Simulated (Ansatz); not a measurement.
Ge2Mo in space group Fddd (No. 70; Ge on 16f, Mo on 8a), DFT-PBE in the program Ansatz with PAW potentials, all energies at zero smearing, with the estimated change up to a 700 eV cutoff added, with one set of potentials and settings (totals compare only within such a set). Cell of 6 atoms (4 Ge, 2 Mo): -27092.259 eV.

| element | reference phase | E (eV/atom) |
|---|---|---|
| Ge | Fd-3m, 2 atoms in the cell | -4294.9847 |
| Mo | Im-3m, 1 atoms in the cell | -4956.0212 |

Formation energy per atom, worked out: (-27092.259 − 4×(-4294.9847) − 2×(-4956.0212))/6 = -0.046 eV/atom (-4 kJ per mol of atoms), at 0 K, without zero-point energy or fitted corrections.

The cell is a constructed one: a structure type filled with these elements; neither database checked (COD, Materials Project) lists it. COD files the formula under space group No. 62, so this cell is another polymorph or a model. Whether it is the stable phase at ambient conditions was not checked. The PBE relaxation kept the symmetry of its start; whether a distortion lowers the energy is not shown. No spin polarisation was allowed. The references are the lowest solids computed at this level, not always the standard phases.

Potentials: the later of the program's two PAW sets.
